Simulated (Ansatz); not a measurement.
Zincblende ZnSe, relaxed with r2SCAN, was run in the plane-wave code Ansatz under altered settings. All numbers are computed, without spin polarisation but where a row says otherwise.

```xyz
2
Lattice="0.0000 2.8324 2.8324 2.8324 0.0000 2.8324 2.8324 2.8324 0.0000" Properties=species:S:1:pos:R:3 pbc="T T T"
Zn    0.0000    0.0000    0.0000
Se    1.4162    1.4162    1.4162
```

The base run's other keys:
```yaml
kpoints:
  mp_grid: { grid: [4, 4, 4] }
hamiltonian:
  xc: hse06
scf:
  occupations: { method: fixed }
  n_extra_bands: 4
```

It takes 13 iterations with 893 plane waves at 420 eV and 8 k points, and leaves a mean stress of +1.55 GPa. The gap over this mesh is 2.444 eV. It ran on 4 threads of Arm Neoverse N1 (shared host).

Outcomes, with energy and stress as changes against the base:

| setting | outcome | ΔF (meV/atom) | Δ mean stress (GPa) | gap on the mesh (eV) | iterations | wall time |
| --- | --- | --- | --- | --- | --- | --- |
| hamiltonian.xc: pbe0 | converged | – | -0.2 | 3.106 | 14 | 11 s |
| hamiltonian.xc: r2scan50 (cutoff then 500 eV) | converged | – | -1.5 | 5.077 | 17 | 16 s |
| hamiltonian.xc: wpbeh | converged | – | -0.1 | 2.312 | 13 | 11 s |
| PBE hybrid, exx coeff 0.35, omega 0.3 1/Å | converged | – | -0.1 | 2.652 | 16 | 12 s |
| basis.ecutwfc: 300 | converged, warned | +62 | +0.1 | 2.449 | 14 | 6.8 s |

A dash marks a value that wasn't obtained or can't be compared. Stress is positive in compression. The base took 11 s.

- hamiltonian.xc: pbe0. The mean stress moves by -0.2 GPa and the gap on the mesh by +0.662 eV (to 3.106). It's another functional on the same cell, so totals aren't comparable.
- hamiltonian.xc: r2scan50. The cutoff follows the functional, from 420 to 500 eV. The mean stress moves by -1.5 GPa and the gap on the mesh by +2.634 eV (to 5.077). It's another functional on the same cell, so totals aren't comparable.
- PBE hybrid, exx coeff 0.35, omega 0.3 1/Å. That is 35 % exact exchange, screened with ω = 0.3 1/Å, against HSE06's 25 % screened at 0.208 1/Å. The mean stress moves by -0.1 GPa and the gap on the mesh by +0.208 eV (to 2.652). Totals of different functionals aren't comparable.
- basis.ecutwfc: 300. 537 plane waves in place of 893. The free energy moves by +62 meV an atom, the mean stress by +0.1 GPa and the gap on the mesh by +0.006 eV (to 2.449). The basis is too small: these are errors of the cutoff. Warned: cutoff below recommended.

Spin-orbit coupling is left out.

The stress of a hybrid is loosely converged in these runs.

The meshes of the hybrids are coarse, so their gaps aren't converged to the digits shown.
